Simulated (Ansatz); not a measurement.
Data:

Co3Si:
Space group P6₃/mmc (No. 194); a = b = 4.8893 Å, c = 3.9029 Å, α = β = 90.00°, γ = 120.00°

```
atom  site  symmetry       x       y       z
----  ----  --------  ------  ------  ------
Co      6h       mm2  0.3328  0.1664  0.2500
Si      2c      -6m2  0.3333  0.6667  0.2500
```

This is the PBEsol-relaxed structure.

Problem. All from DFT-PBEsol in the program Ansatz with PAW potentials, unless another level is named. Predict the electronic character.

Solution. metallic (no gap).

Problem. Next, the formation energy from the elements (no fitted shifts)?

Solution. -0.35 eV/atom.

Problem. Give the density of states at the Fermi level.

Solution. 1.2 states/eV per atom (mean over ±0.08 eV).

Space group P6_3/mmc. The first step of the workflow began from a Materials Project structure, measured or hypothetical; the Crystallography Open Database copy checked does not list it. Whether it is the stable phase at ambient conditions was not checked. The cell was relaxed with PBEsol under the symmetry of its start; whether a distortion lowers the energy is not shown. The run is not spin-polarised. The references are the lowest solids computed at this level, not always the standard phases.

Potentials: the later of the program's two PAW sets.
